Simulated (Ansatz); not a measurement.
What DFT gives for BiTe2I

```yaml
crystal:
  lattice:
    - [1.29270, -4.46406, 0.00000]
    - [1.29270, -2.04486, -3.96817]
    - [8.35415, 0.00000, 0.00000]
  atoms:
    - { symbol: Bi, position: [0.50000, 0.50000, 0.50000] }
    - { symbol: Te, position: [0.75000, 0.75000, 0.75000] }
    - { symbol: Te, position: [0.25000, 0.25000, 0.25000] }
    - { symbol: I, position: [0.00000, 0.00000, 0.00000] }
```

Level: r2SCAN, no spin polarisation; 500 eV; 7×7×7 Γ-centred mesh; gaussian occupations (width 0.0194 eV); Ansatz 0.2.0, fixed geometry.

Task: Is the cell too large or too small?

Result: The pressure is -2.2 GPa (compression positive), so with the atoms held at these fractions the cell would first shrink; the forces are large, so a full relaxation may end otherwise. The principal stresses -2.9, -1.8, -1.8 GPa differ, so its shape would change too.

Task: Is it stable against the elements?

Result: 0.11 eV an atom against the elements' usual phases (free molecules for gases, crystals otherwise, with no correction for O₂ or N₂), so at this geometry it isn't bound against them. Relaxing would lower it.

Task: Describe some of the short contacts.

Result: Bi–Te at 3.33 Å: least valence density 0.20 e/Å³ and ELF 0.43 there. Te–I at 3.33 Å: least valence density 0.18 e/Å³ and ELF 0.29 there. These are pseudo-fields; inside the PAW spheres they differ from the all-electron ones.

Task: Is there a gap?

Result: It is a metal, with about 3.4 states/eV a cell as the mean within 0.25 eV of the Fermi level, mostly Te p (60 %) and I p (28 %).

Task: Where is the largest force?

Result: The largest is on Te2 (and as large on other atoms): 1.17 eV/Å, components (-1.10, -0.32, -0.19). It makes 54° with the line to a nearest neighbour, Bi1 at 3.33 Å.

Task: Which element gives electrons and which takes them?

Result: Bader charges in e: Bi +0.56, Te -0.22, I -0.13. In the mean Bi gives up most and Te takes most.

Origin: a known structure type with other elements, at an estimated volume, so it need not be a known compound.
